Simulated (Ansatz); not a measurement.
TaAg (Cmcm) was relaxed and computed twice in Ansatz (plane waves, PAW), once with PBEsol and once with r²SCAN.

```
                                                                     run 1                                                       run 2
--------------  ----------------------------------------------------------  ----------------------------------------------------------
cell            a = 2.678 Å, b = 11.313 Å, c = 4.501 Å, α = β = γ = 90.00°  a = 2.686 Å, b = 11.489 Å, c = 4.529 Å, α = β = γ = 90.00°
ΔH_f (eV/atom)                                                        0.28                                                        0.34
```

Task: Which run used which functional?

Result: Run 1 is PBEsol, run 2 is r²SCAN.

Typed or built starts, not in the databases checked: TaAg, Cmcm (Ta on 4c, Ag on 4c). All cells were relaxed under the symmetry of their starts (and spin orders); stability against distortions was not tested throughout. Rows with no word on spin ran without spin polarisation. Scalar-relativistic: spin–orbit coupling is off unless named, which matters more the heavier the elements.

Potentials: the later of the program's two PAW sets.

Ansatz (a quantum-chemistry and plane-wave program) is a plane-wave DFT program.

Formation energies count from the lowest solids of the elements computed at the same level, not from gases.
